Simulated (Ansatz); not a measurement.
RbBH4:
```cif
data_H16B4Rb4
_chemical_formula_sum 'Rb4 B4 H16'
_space_group_name_H-M_alt 'F-43m'
_space_group_IT_number 216
_space_group_name_Hall 'F -4 2 3'
_cell_length_a 6.93315
_cell_length_b 6.93315
_cell_length_c 6.93315
_cell_angle_alpha 90.000
_cell_angle_beta 90.000
_cell_angle_gamma 90.000
loop_
_atom_site_label
_atom_site_type_symbol
_atom_site_symmetry_multiplicity
_atom_site_Wyckoff_symbol
_atom_site_fract_x
_atom_site_fract_y
_atom_site_fract_z
_atom_site_occupancy
Rb1 Rb 4 a 0.00000 0.00000 0.00000 1
B1 B 4 b 0.50000 0.50000 0.50000 1
H1 H 16 e 0.60198 0.60198 0.60198 1
```
(The calculation used a cell of 6 atoms; values per cell refer to that cell.)

Relaxed with r²SCAN. Independent-particle spectrum: no excitons, no local fields, no scissors shift; 0.1 eV broadening; ε₁ of the summed bands alone.

Task: Tabulate the dielectric function from r²SCAN (plane waves, PAW; program Ansatz).

Result: 

```csv
E (eV),ε₁ xx,ε₂ xx
0.0,2.32,0.00
0.5,2.32,0.00
1.0,2.33,0.00
1.5,2.35,0.00
2.0,2.37,0.00
2.5,2.40,0.00
3.0,2.44,0.00
3.5,2.50,0.00
4.0,2.57,0.00
4.5,2.66,0.00
5.0,2.78,0.00
5.5,2.96,0.00
6.0,3.25,0.00
6.5,3.93,0.03
7.0,4.32,1.34
7.5,3.78,2.14
8.0,2.29,3.36
8.5,3.38,2.16
9.0,0.51,2.95
9.5,1.43,1.25
10.0,3.14,1.75
10.5,1.25,3.82
11.0,0.84,2.21
11.5,-0.27,1.83
12.0,0.41,1.13
```

Task: From ε at 8.0 eV (xx: 2.29 + 3.36i), find n, k, the normal reflectivity and the absorption coefficient.

Result: n = 1.78, k = 0.942, R = 17 %, α = 2kE/ħc = 760000 cm⁻¹.

With all bands, ε∞ without local fields is 2.36.

The workflow started from a Materials Project entry (that database holds measured and hypothetical structures alike); the Crystallography Open Database copy checked does not list it. Whether it is the stable phase at ambient conditions was not checked. The r²SCAN relaxation kept the symmetry of its start; its stability against distortions is not shown here. Scalar-relativistic: spin–orbit coupling is off unless named, which matters more the heavier the elements.

Potentials: the later of the program's two PAW sets.
